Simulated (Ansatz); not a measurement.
A 6-atom cell of K₃NaS₂ (P-6m2) from a materials database, relaxed with r2SCAN, was run in the plane-wave code Ansatz under altered settings. All numbers are computed, without spin polarisation but where a row says otherwise.

```
K Na S
1.0
     5.06625    0.00000    0.00000
    -2.53313    4.38750    0.00000
     0.00000    0.00000    7.14756
K Na S
3 1 2
Direct
  0.66667 0.33333 0.74889
  0.66667 0.33333 0.25111
  0.33333 0.66667 0.00000
  0.00000 0.00000 0.50000
  0.33333 0.66667 0.50000
  0.00000 0.00000 0.00000
```

The base run's other keys:
```yaml
kpoints:
  mp_grid: { grid: [6, 6, 2] }
hamiltonian:
  xc: hse06
scf:
  occupations: { method: fixed }
  n_extra_bands: 5
```

It takes 14 iterations with 3137 plane waves at 420 eV and 14 k points, and leaves a mean stress of +0.28 GPa. The gap over this mesh is 3.027 eV. It ran on 4 threads of Arm Neoverse N1 (shared host).

Outcomes, with energy and stress as changes against the base:

| setting | outcome | ΔF (meV/atom) | Δ mean stress (GPa) | gap on the mesh (eV) | iterations | wall time |
| --- | --- | --- | --- | --- | --- | --- |
| hamiltonian.xc: pbe0 | converged | – | 0.0 | 3.709 | 14 | 76 s |
| scf.mixing.beta: 0.05 | converged | 0.0 | 0.0 | 3.027 | 16 | 79 s |

A dash marks a value that wasn't obtained or can't be compared. Stress is positive in compression. The base took 76 s. The base's mesh is coarse for a hybrid, so its own values aren't converged.

- hamiltonian.xc: pbe0. The mean stress moves by 0.0 GPa and the gap on the mesh by +0.682 eV (to 3.709). It's another functional on the same cell, so totals aren't comparable.

Within 1 meV an atom, 0.1 GPa and 0.005 eV of the base stay: scf.mixing.beta: 0.05.

The stress of a hybrid is loosely converged in these runs.

The meshes of the hybrids are coarse, so their gaps aren't converged to the digits shown.
